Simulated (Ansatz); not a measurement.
Relaxed Li (bcc, W type):

```xyz
2
Lattice="-3.4352 3.4352 3.4352 1.7176 -1.7176 1.7176 1.7176 1.7176 -1.7176" Properties=species:S:1:pos:R:3 pbc="T T T"
Li     0.0000     0.0000     0.0000
Li    -1.7176     1.7176     1.7176
```

A phonon eigenvector at N = (0.5, 0.0, 0.0) is frozen into this cell: atom i moves by Q times the vector below, so Q is the largest atomic displacement, in Å. The cell is held. (q is in reciprocal vectors of the primitive cell; the cell shown is doubled to hold the pattern.)

```csv
atom,x,y,z
Li1,0.000,0.707,-0.707
Li2,0.000,-0.707,0.707
```

These are PBE (plane waves to 420 eV, PAW, scalar-relativistic; Ansatz, an electronic-structure program) values and carry that method's errors. k mesh 19×19×19 (Γ-centred), Fermi-Dirac smearing 0.05 eV. Energies are smeared free energies. With partly filled bands, energies and forces of such displacements shift with the k mesh and the smearing. Li was relaxed with its symmetry unable to fall. ΔE is measured from the undisplaced structure.

| Q (Å) | ΔE (meV/cell) |
|---|---|
| -0.280 | 9.7 |
| -0.187 | 3.2 |
| -0.093 | 0.6 |
| 0.000 | 0.0 |
| 0.093 | 0.6 |
| 0.187 | 3.2 |
| 0.280 | 9.7 |

Which DFPT wavenumber at N = (0.5, 0.0, 0.0) belongs to this mode?
(A) 320 cm⁻¹
(B) 188 cm⁻¹
(C) 49 cm⁻¹

C, 49 cm⁻¹. The curvature of the scan gives 47 cm⁻¹

(A displaced cell: forces are minus the slopes of the energy, force constants its curvatures, and phonons follow from these.)
